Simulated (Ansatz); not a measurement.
Two Ansatz runs on Cs3Pt

Structure from Materials Project entry mp-1064000 (possibly hypothetical), not relaxed further.

First run: DFT, PBE, all-electron LAPW, scalar-relativistic (Ansatz 0.2.0).

Command: `ansatz run input.yaml --threads 1 --pin off --max-ram 4096MiB --backend cpu --events-out ev --progress --plain --runs-dir out` The run took 38 s on 1 thread of Intel(R) Xeon(R) 6975P-C (Granite Rapids), with other jobs on the host.

```yaml
crystal:
  lattice:
    - [5.777653, 0.0, 0.0]
    - [0.0, 5.777653, 0.0]
    - [0.0, 0.0, 5.777653]
  atoms:
    - { symbol: Cs, position: [0.0, 0.0, 0.5] }
    - { symbol: Cs, position: [0.0, 0.5, 0.0] }
    - { symbol: Cs, position: [0.5, 0.0, 0.0] }
    - { symbol: Pt, position: [0.5, 0.5, 0.5] }
kpoints:
  mp_grid: { grid: [6, 6, 6] }
  band_path:
    path:
      - [0.0, 0.0, 0.0]
      - [0.0, 0.5, 0.0]
      - [0.5, 0.5, 0.0]
      - [0.0, 0.0, 0.0]
      - [0.5, 0.5, 0.5]
      - [0.0, 0.5, 0.0]
      - [0.5, 0.5, 0.5]
      - [0.5, 0.5, 0.0]
    npoints: 14
scf:
  occupations: { method: fermi_dirac, width: 0.08 }
hamiltonian:
  xc: pbe
  pseudopotentials: { kind: all_electron, lapw: { basis_error: 0.001 } }
output:
  forces: true
  stress: true
  eigenvalues: true
  populations: true
  dos: { projected: true, de: 0.2, e_range: [-14, 8] }
```

Result: converged; pressure -0.31 GPa; 12 SCF iterations.

Spin polarisation is left out, and whether a magnetic state lies lower isn't shown here.

Spin–orbit coupling is left out, though it moves levels of the heavy atoms by tenths of an eV or more.

The input is then changed:

```diff
@@ -10,5 +10,5 @@
     - { symbol: Pt, position: [0.5, 0.5, 0.5] }
 kpoints:
-  mp_grid: { grid: [6, 6, 6] }
+  mp_grid: { grid: [5, 5, 5] }
   band_path:
     path:
@@ -32,4 +32,3 @@
   eigenvalues: true
   populations: true
-  dos: { projected: true, de: 0.2, e_range: [-14, 8] }
```

Problem. What does the second run give?

Solution. It converged; energy at zero smearing +2.0 meV/atom from the first run; pressure -0.26 GPa; 12 SCF iterations. Some of these settings are too coarse for converged properties.

The results part of its log:

```
SCF 1 converged in 12 iterations: F = -1136613.148948 eV  dr2 = 3.81e-9
NSCF: frozen V_eff on 99 k-points
SCF converged after 12 iterations
Free energy (F): -1136613.148948 eV
Harris-Foulkes:  -1136613.148948 eV  (|F-HF|=1.89e-8)
Internal energy: -1136613.105056 eV  (E = F + TS)
E sigma→0 (E₀):  -1136613.127002 eV
Entropy (-TS):   -0.043892 eV (-10.973 meV/atom)
Fermi energy:    9.371477 eV
--- Per-component energies (eV) ---
  E_band       = -5714.135044
  E_kinetic    = 1244638.192083
  E_xc         = -25416.716537
  E_electrostatic = -2355834.580602  (all electrons and nuclei)
  E_smearing   = -0.043892  (= −TS)
  E_closure    = 0.000000  (closes the sum)
  E_atoms      = -1136605.357326  (free atoms, spherical and without spin; not in F)
  Σ components = -1136613.148948   (vs F -1136613.148948, Δ=0.00e0)
  Basis errors (estimates in eV, not in F): energy 3.2e-4 per atom: plane waves 2.8e-4 (1.4e-4 summed), levels above the bands 1.1e-25, relativity 2.3e-8, radial functions 3.8e-5, core shells 3.4e-7; eigenvalues (radial functions only) 3.2e-6; not estimated: angular momenta, meshes, grids; target (lapw.basis_error) 1.0e-3; muffin-tin radii Cs 1.937 Å, Pt 2.148 Å
--- Forces (eV/Å), atoms counted from 1 ---
  atom   1  Cs    -0.00000000    -0.00000000     0.00000000
  atom   2  Cs    -0.00000000     0.00000000     0.00000000
  atom   3  Cs    -0.00000000    -0.00000000    -0.00000000
  atom   4  Pt    -0.00000000    -0.00000000    -0.00000000
  max |Σ_I F_I| component: 3.62e-30 eV/Å
--- Stress (GPa, compression-positive) ---
       -0.261639      -0.000000       0.000000
       -0.000000      -0.261639       0.000000
        0.000000       0.000000      -0.261639
  P = ⅓ Tr σ = -0.2616 GPa (-2.616 kbar)
--- Band table (eV; the first three rows and the last of 10) ---
  k-point 0: bands = ["-148.1243", "-148.1243", "-148.1243", "-148.0989", "-148.0989", "-148.0989", "-148.0989", "-148.0989", "-148.0989", "-87.0327", "-61.6422", "-61.6421", "-61.6421", "-61.6399", "-61.6399", "-61.6399", "-61.6397", "-61.6397", "-61.6397", "-61.6187", "-61.6187", "-61.6186", "-61.6160", "-61.6160", "-61.6160", "-55.5897", "-55.5894", "-55.5894", "-55.5894", "-55.5891", "-55.5891", "-55.5891", "-41.2920", "-41.2920", "-41.2920", "-14.3247", "-14.0961", "-14.0961", "-1.6258", "-1.6258", "-1.6258", "-0.8519", "-0.8519", "-0.8519", "-0.5651", "-0.5651", "-0.5651", "6.3577", "7.8839", "7.8839", "8.0188", "8.0188", "8.0188", "8.2977", "10.8949", "10.8949", "10.8949", "11.1111", "11.1111", "12.5125", "12.5125", "12.5125", "13.7682", "14.3807", "14.3807"]
  k-point 1: bands = ["-148.1243", "-148.1243", "-148.1243", "-148.0989", "-148.0989", "-148.0989", "-148.0989", "-148.0989", "-148.0989", "-87.0327", "-61.6422", "-61.6421", "-61.6421", "-61.6399", "-61.6398", "-61.6398", "-61.6397", "-61.6397", "-61.6397", "-61.6187", "-61.6187", "-61.6186", "-61.6160", "-61.6160", "-61.6160", "-55.5897", "-55.5894", "-55.5894", "-55.5894", "-55.5891", "-55.5891", "-55.5891", "-41.2920", "-41.2920", "-41.2920", "-14.3059", "-14.1156", "-14.0958", "-1.5756", "-1.5756", "-1.5513", "-0.8803", "-0.8803", "-0.8681", "-0.7012", "-0.6043", "-0.6043", "6.6076", "7.9574", "7.9583", "8.0367", "8.0828", "8.0828", "8.5889", "10.5230", "10.9023", "10.9597", "10.9597", "11.3556", "12.2255", "12.2890", "12.2890", "13.9482", "14.2201", "14.6118"]
  k-point 2: bands = ["-148.1243", "-148.1243", "-148.1243", "-148.0989", "-148.0989", "-148.0989", "-148.0989", "-148.0989", "-148.0989", "-87.0327", "-61.6421", "-61.6421", "-61.6421", "-61.6399", "-61.6398", "-61.6398", "-61.6398", "-61.6398", "-61.6397", "-61.6187", "-61.6187", "-61.6187", "-61.6160", "-61.6160", "-61.6160", "-55.5897", "-55.5894", "-55.5894", "-55.5894", "-55.5891", "-55.5891", "-55.5891", "-41.2920", "-41.2920", "-41.2920", "-14.2618", "-14.1606", "-14.0953", "-1.4715", "-1.4715", "-1.3366", "-1.0113", "-0.9609", "-0.9609", "-0.8940", "-0.6555", "-0.6555", "7.1267", "8.0664", "8.0718", "8.1476", "8.1943", "8.1943", "9.0502", "9.6240", "10.9113", "10.9113", "10.9159", "12.0245", "12.4753", "12.4753", "12.5487", "12.8182", "13.4888", "13.9092"]
  k-point 9: bands = ["-148.1243", "-148.1243", "-148.1243", "-148.0989", "-148.0989", "-148.0989", "-148.0989", "-148.0989", "-148.0989", "-87.0327", "-61.6421", "-61.6421", "-61.6421", "-61.6398", "-61.6398", "-61.6398", "-61.6398", "-61.6398", "-61.6398", "-61.6187", "-61.6187", "-61.6187", "-61.6160", "-61.6159", "-61.6159", "-55.5897", "-55.5894", "-55.5894", "-55.5894", "-55.5891", "-55.5891", "-55.5891", "-41.2920", "-41.2920", "-41.2920", "-14.1856", "-14.1635", "-14.1635", "-2.0386", "-1.4342", "-1.4192", "-1.4192", "-0.7295", "-0.7295", "-0.5359", "-0.5359", "-0.5304", "7.0406", "8.0151", "8.0204", "8.0204", "8.2250", "8.2250", "10.0088", "10.5074", "10.5074", "11.1005", "11.4549", "11.4549", "12.1967", "12.4564", "12.4564", "12.8058", "13.9118", "13.9118"]
--- Löwdin populations: 4 sites ---
  site symbol       q [e]
     0     Cs     54.3985
     1     Cs     54.3985
     2     Cs     54.3985
     3     Pt     79.2083
  spilling = 0.002454 (of n_electrons = 243.000000)
```
